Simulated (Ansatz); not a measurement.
AlWB (space group Cmcm)

```xyz
6
Lattice="1.5970 -6.9572 0.0000 1.5970 6.9572 0.0000 0.0000 0.0000 3.1006" Properties=species:S:1:pos:R:3 pbc="T T T"
Al     1.5970    -2.7787     0.7752
Al     1.5970     2.7787     2.3255
B      1.5970    -0.4770     0.7752
B      1.5970     0.4770     2.3255
W      1.5970     5.7056     2.3255
W      1.5970    -5.7056     0.7752
```

Equation-of-state scan: isotropic scaling of the cell above, V₀ being its volume. The atoms relax within the cell's symmetry.

Calculation: PBEsol (plane waves to 420 eV, PAW, scalar-relativistic; Ansatz, a program for electronic structure). k mesh 15×15×15 (Γ-centred), Fermi-Dirac smearing 0.05 eV. Energies are smeared free energies. AlWB is run without spin polarisation. AlWB was relaxed with its symmetry unable to fall. Spin-orbit coupling is left out, though W is heavy. The zero of ΔE is the relaxed starting cell.

### Question
Predict the ΔE (kJ/mol of atoms) at V/V₀ = 0.960, 1.020, 1.030, 1.040, 1.060.

### Answer
| V/V₀ | ΔE (kJ/mol of atoms) |
|---|---|
| 0.960 | 1.4 |
| 1.020 | 0.3 |
| 1.030 | 0.7 |
| 1.040 | 1.2 |
| 1.060 | 2.7 |

(A scan under strain: stresses follow from slopes of the energy per volume, elastic moduli from its curvatures.)
